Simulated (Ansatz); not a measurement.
TiSi$_{2}$:
```cif
data_Si16Ti8
_chemical_formula_sum 'Ti8 Si16'
_space_group_name_H-M_alt 'Fddd :1'
_space_group_IT_number 70
_space_group_name_Hall 'F 2 2 -1d'
_cell_length_a 4.80184
_cell_length_b 8.26425
_cell_length_c 8.57163
_cell_angle_alpha 90.000
_cell_angle_beta 90.000
_cell_angle_gamma 90.000
loop_
_space_group_symop_operation_xyz
  'x, y, z'
  '-x, -y, z'
  'x, -y, -z'
  '-x, y, -z'
  '-x+1/4, -y+1/4, -z+1/4'
  'x+1/4, y+1/4, -z+1/4'
  '-x+1/4, y+1/4, z+1/4'
  'x+1/4, -y+1/4, z+1/4'
  'x, y+1/2, z+1/2'
  '-x, -y+1/2, z+1/2'
  'x, -y+1/2, -z+1/2'
  '-x, y+1/2, -z+1/2'
  '-x+1/4, -y+3/4, -z+3/4'
  'x+1/4, y+3/4, -z+3/4'
  '-x+1/4, y+3/4, z+3/4'
  'x+1/4, -y+3/4, z+3/4'
  'x+1/2, y, z+1/2'
  '-x+1/2, -y, z+1/2'
  'x+1/2, -y, -z+1/2'
  '-x+1/2, y, -z+1/2'
  '-x+3/4, -y+1/4, -z+3/4'
  'x+3/4, y+1/4, -z+3/4'
  '-x+3/4, y+1/4, z+3/4'
  'x+3/4, -y+1/4, z+3/4'
  'x+1/2, y+1/2, z'
  '-x+1/2, -y+1/2, z'
  'x+1/2, -y+1/2, -z'
  '-x+1/2, y+1/2, -z'
  '-x+3/4, -y+3/4, -z+1/4'
  'x+3/4, y+3/4, -z+1/4'
  '-x+3/4, y+3/4, z+1/4'
  'x+3/4, -y+3/4, z+1/4'
loop_
_atom_site_label
_atom_site_type_symbol
_atom_site_symmetry_multiplicity
_atom_site_Wyckoff_symbol
_atom_site_fract_x
_atom_site_fract_y
_atom_site_fract_z
_atom_site_occupancy
Ti1 Ti 8 b 0.50000 0.50000 0.50000 1
Si1 Si 16 f 0.00000 0.16266 0.00000 1
```
(The calculation used a cell of 6 atoms; values per cell refer to that cell.)

Relaxed with PBE.

**Question.** Tabulate the valence density and the electron localisation function along the shortest Ti–Ti contact (3.21 Å), DFT-PBE in the program Ansatz with PAW potentials.

**Answer.** 

```csv
distance from Ti (Å),density (e/Å³),ELF
0.32,8.52,0.34
0.48,5.78,0.62
0.64,2.87,0.63
0.80,1.06,0.42
0.96,0.41,0.17
1.12,0.24,0.11
1.28,0.19,0.17
1.44,0.18,0.26
1.60,0.17,0.31
1.77,0.18,0.26
1.93,0.19,0.17
2.09,0.24,0.11
2.25,0.41,0.17
2.41,1.06,0.42
2.57,2.87,0.63
2.73,5.78,0.62
2.89,8.52,0.34
```

The density is the valence pseudo-density with augmentation charge, so density and ELF within about 1 Å of a nucleus are not all-electron values.

The cell was relaxed with PBE under the symmetry of its start; of distortions, only those at the zone centre were tested. No spin polarisation was allowed.

Potentials: the later of the program's two PAW sets.
